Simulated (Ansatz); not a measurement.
TiSn3O8: stable or not

It was reached by relaxing an invented guess, and it needn't be the stable form of this composition.

Method: Ansatz, DFT PBE, scalar-relativistic, plane waves, PAW. Plane waves to 420 eV, a 6×6×6 mesh through Γ for the 12-atom cell and 0.02 eV Gaussian smearing; no spin polarisation.

```
Ti Sn O
1.0
    -3.17743    3.37838    3.38371
     3.17743   -3.37838    3.38371
     3.17743    3.37838   -3.38371
Ti Sn O
1 3 8
Direct
  0.50000 0.50000 0.00000
  0.00000 0.74882 0.74882
  0.00000 0.25118 0.25118
  0.50000 0.00000 0.50000
  0.68945 0.45164 0.76219
  0.68945 0.92727 0.23781
  0.79973 0.50000 0.29973
  0.80399 0.00000 0.80399
  0.31055 0.07273 0.76219
  0.31055 0.54836 0.23781
  0.20027 0.50000 0.70027
  0.19601 0.00000 0.19601
```

Formation energies are uncorrected and refer to the elements' standard structures at the same level (O₂ as a molecule). The references include grey tin.

Task: These tests were run: energy against the elements; random kick, then relaxation without symmetry; phonons on a 2×2×2 q mesh. What do they show?

Result:

```tsv
test	result
energy against the elements	−1.939 eV/atom
random kick, then relaxation without symmetry	returns
phonons on a 2×2×2 q mesh	no imaginary mode on the mesh
```

It fails none of these tests. Whether a mixture of other phases lies lower isn't tested here.

The kick test ran on a coarse mesh. The run for the phonons used a 6×6×6 k mesh.
